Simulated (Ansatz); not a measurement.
Below is a relaxed structure of Zr3SiO. The cell was found from a structure generator's guess, not taken from experiment.

Level of theory: DFT PBE, scalar-relativistic, plane waves, PAW in Ansatz. Cutoff 420 eV, Γ-centred mesh, Gaussian smearing, no spin polarisation.

```xyz
5
Lattice="3.0584 0.0000 0.0000 0.0000 3.0584 0.0000 0.0000 0.0000 10.1855" Properties=species:S:1:pos:R:3 pbc="T T T"
Zr    0.0000    0.0000    0.0000
Zr    0.0000    0.0000    3.3021
Zr    0.0000    0.0000    6.8835
Si    1.5292    1.5292    5.0928
O     1.5292    1.5292    0.0000
```

Energies over the elements count from the elements' standard structures at the same level (O₂ as a molecule), with no fitted energy shifts.

Q: Find its symmetry and describe it.

A: P4/mmm (No. 123). Conventional cell: a = 3.058 Å, c = 10.186 Å. Zr on a site of symmetry 4/mmm is surrounded by 4 O at 2.16 Å, 4 Zr at 3.06 Å and 2 Zr at 3.30 Å; Zr on a site of symmetry 4mm is surrounded by 4 Si at 2.81 Å, 4 Zr at 3.06 Å, 1 Zr at 3.30 Å and 1 Zr at 3.58 Å; Si has 8 Zr at 2.81 Å and 4 Si at 3.06 Å; O has 4 Zr at 2.16 Å.

Q: What is its formation energy per atom?

A: −0.86 eV/atom.

Q: Is it a metal?

A: Yes, bands cross the Fermi level on the 12×12×4 mesh.

The last run used a 12×12×4 mesh (in the run's order of axes) for its 5-atom cell and Gaussian smearing of 0.10 eV. A structure relaxed within its symmetry needn't be a true minimum. Another cell of Zr3SiO relaxed alike, in Pm-3m, lies 283 meV/atom lower, so this cell isn't the stable form at this level.
